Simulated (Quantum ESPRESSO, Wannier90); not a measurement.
## Tight-binding from DFT: CdTe (zinc blende)

```
CdTe
1.0
    0.00000     3.28212     3.28212
    3.28212     0.00000     3.28212
    3.28212     3.28212     0.00000
Cd Te
1 1
Direct
  0.00000   0.00000   0.00000
  0.75000   0.75000   0.75000
```

Cell from Materials Project (mp-406), symmetrised, no further relaxation. COD (Crystallography Open Database) has the formula in 2 space groups, this one among them (matched by group alone). Computed values, not measurements, from PBEsol: Quantum ESPRESSO (norm-conserving PseudoDojo potentials, cutoff 82 Ry, no spin polarisation, no spin-orbit coupling) on a Γ-centred 8×8×8 mesh, then Wannier90. Density: 8×8×8 mesh, Gaussian smearing 0.01 Ry. Spin-orbit coupling is left out although heavy elements are present.

Base run: 8 functions from bands 10,16-31 of the 31 computed, start hydrogen-like Cd: s;p; Te: s;p, centres 0.05 Å off the atoms, frozen window up to 2.04 eV relative to the valence-band maximum, outer window open. Bands 11–15 (Cd 4d 96 %) lie between the kept ones and are excluded. Its settings: num_cg_steps = 5, trial_step = 2 and dis_mix_ratio = 0.5 (the program's defaults), conv_tol = 1.0e-6 over 4 steps, num_iter = 1000, dis_conv_tol = 1.0e-6, dis_num_iter = 1000. One of them is changed at a time.

```tsv
run	disentanglement steps	localisation steps	Ω_I (Å²)	Ω_total (Å²)	ended
base	187	652	15.036	16.983	converged
conv_tol = 1.0e-4	187	236	15.036	17.338	converged
conv_tol = 1.0e-10	187	869	15.036	16.983	converged
dis_num_iter = 20	20	680	15.244	17.353	step limit
```
